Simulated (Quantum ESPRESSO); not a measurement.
WMg3Rh2ZrZn, different elements on one site, starting from this cell

Simulated, not a measurement. The program is pw.x of Quantum ESPRESSO 7.5 (plane-wave density functional theory). The cell is made up: eight metal atoms on a hexagonal close-packed lattice, with elements, volume, strain and displacements drawn at random and not relaxed, so it may be unstable or far from any real phase. PseudoDojo standard norm-conserving files set the functional (PBE unless stated); there is no spin polarisation or spin-orbit coupling, the Fermi-Dirac width of 0.25 eV means electrons at about 2900 K, and the masses in the input are unused placeholders. Heavy elements are run without spin-orbit coupling, which real alloys of them have. A spin test at this wide smearing found no moment, but such smearing suppresses magnetism that the real alloy may have.

The runs put different elements on site 4. Cell, positions, cutoff, mesh and smearing stay as in the input of run 1; sites are counted in its order. Stress in the tables is positive in tension.

Input of run 1:

```
&control calculation='scf', pseudo_dir='./dojo.nc.sr.pbe.v0_5.standard.upf', outdir='./o', disk_io='minimal', tprnfor=.true., tstress=.true. /
&system ibrav=0, nat=8, ntyp=5, nbnd=68, ecutwfc=87.97787729, nosym=.true., tot_charge=0,
 occupations='smearing', smearing='fd', degauss=0.0183746611
/
&electrons conv_thr=1.470e-08, electron_maxstep=70, mixing_beta=0.5 /
ATOMIC_SPECIES
Mg 1.0 Mg.upf
Rh 1.0 Rh.upf
W 1.0 W.upf
Zn 1.0 Zn.upf
Zr 1.0 Zr.upf
CELL_PARAMETERS angstrom
2.9403 0.0212 0.0251
1.4105 -2.5548 -4.9147
1.4839 7.7472 -4.936
ATOMIC_POSITIONS angstrom
W 0.0688 -0.1431 -0.0494
Mg 1.4975 2.6004 -4.9289
Rh 1.4233 -0.7654 -2.4853
Zr 2.9678 1.6484 -7.4308
Mg 2.9421 5.146 -5.0875
Rh 2.8179 0.0593 -4.8635
Zn 2.7029 1.6627 -2.487
Mg 4.4145 4.2394 -7.2732
K_POINTS automatic
8 4 3 1 1 1
```

| run | elements on sites 1 to 8 | -TS (eV) | pressure (GPa) | stress xx (GPa) | stress yy (GPa) | stress zz (GPa) | stress yz (GPa) | stress xz (GPa) | stress xy (GPa) | iterations |
| --- | --- | --- | --- | --- | --- | --- | --- | --- | --- | --- |
| 1 | W Mg Rh Zr Mg Rh Zn Mg | -1.500 | -7.42 | 6.45 | 7.41 | 8.40 | -1.62 | 0.23 | 0.86 | 17 |
| 2 | W Mg Rh Ti Mg Rh Zn Mg | -1.671 | -10.55 | 9.39 | 10.57 | 11.69 | -0.76 | 0.16 | 0.68 | 17 |
| 3 | W Mg Rh Zn Mg Rh Zn Mg | -1.340 | -10.80 | 9.49 | 10.69 | 12.22 | 1.27 | -0.05 | 0.33 | 14 |
| 4 | W Mg Rh Au Mg Rh Zn Mg | -1.358 | -11.10 | 9.28 | 11.50 | 12.53 | 1.83 | 0.02 | 0.49 | 15 |

Forces Fx Fy Fz (eV/Å):

| site | run 1 | run 2 | run 3 | run 4 |
| --- | --- | --- | --- | --- |
| 1 | -0.18 1.72 -0.63 | -0.17 1.82 -0.68 | -0.15 2.03 -0.83 | -0.15 2.10 -0.86 |
| 2 | -0.19 -1.34 0.28 | -0.18 -1.33 0.23 | -0.14 -1.43 0.19 | -0.15 -1.41 0.10 |
| 3 | -0.16 -0.13 0.51 | -0.16 -0.12 0.48 | -0.17 -0.08 0.46 | -0.17 -0.05 0.43 |
| 4 | -0.31 -0.40 0.85 | -0.22 -0.44 0.77 | -0.02 -0.36 0.44 | -0.03 -0.10 0.14 |
| 5 | 0.20 0.81 0.53 | 0.18 0.74 0.86 | 0.12 0.77 0.94 | 0.12 0.74 1.14 |
| 6 | 0.17 -1.03 -0.35 | 0.18 -0.97 -0.43 | 0.17 -1.01 0.00 | 0.16 -1.11 0.24 |
| 7 | 0.43 -0.96 0.49 | 0.33 -0.53 0.50 | 0.15 -0.53 0.52 | 0.19 -0.53 0.53 |
| 8 | 0.04 1.33 -1.69 | 0.04 0.84 -1.73 | 0.04 0.61 -1.72 | 0.03 0.36 -1.72 |

Energies are left out, as each element's file has its own zero. A rerun of one cell of this series at a higher cutoff and on a denser mesh moved values by no more than 0.004 eV in energy, 0.09 GPa in stress and 0.005 eV/Å in force, and a second program with other atomic files agreed on that cell to 2 % rms in force and 0.5 GPa in pressure.